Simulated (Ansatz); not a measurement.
HfTeS:
```
HfTeS
1.0
    3.81273     0.00000     0.00000
   -1.90637     3.30192     0.00000
    0.00000     0.00000     6.45866
Hf Te S
1 1 1
Direct
  0.33333   0.66667   0.03005
  0.00000   0.00000   0.74146
  0.66667   0.33333   0.22848
```

Relaxed with r²SCAN+D4. Special points in fractions of this cell's reciprocal vectors: Γ (0.000, 0.000, 0.000); M (0.500, 0.000, 0.000); K (0.333, 0.333, 0.000); A (0.000, 0.000, 0.500); L (0.500, 0.000, 0.500); H (0.333, 0.333, 0.500).

Q: List the band energies nearest the valence-band maximum at these points for r²SCAN+D4 in the plane-wave PAW code Ansatz.

A: In eV from the valence-band maximum; about four levels below and three above (degenerate sets whole), none deeper than 8.9 eV; points with the same levels are listed once.

```tsv
k	below	above
Γ	-4.15 -4.15 -1.21 0.00 0.00	0.84 0.84 1.52
M	-3.97 -3.79 -2.76 -1.58	0.26 2.59 2.61
K	-4.19 -3.50 -3.01 -2.73	1.54 1.88 2.69
A	-4.13 -4.13 -2.94 -0.12 -0.12	0.82 0.82 1.85
L	-4.02 -3.45 -2.05 -1.45	0.13 2.56 2.61
H	-4.61 -3.40 -2.83 -2.64	1.54 1.81 2.06
```

Space group P3m1. The workflow started from a Materials Project entry (that database holds measured and hypothetical structures alike); the Crystallography Open Database copy checked does not list it. Whether it is the stable phase at ambient conditions was not checked. The r²SCAN+D4 relaxation kept the symmetry of its start; its stability against distortions is not shown here. The run is not spin-polarised. Spin–orbit coupling is left out wherever it is not named.

Potentials: the later of the program's two PAW sets.
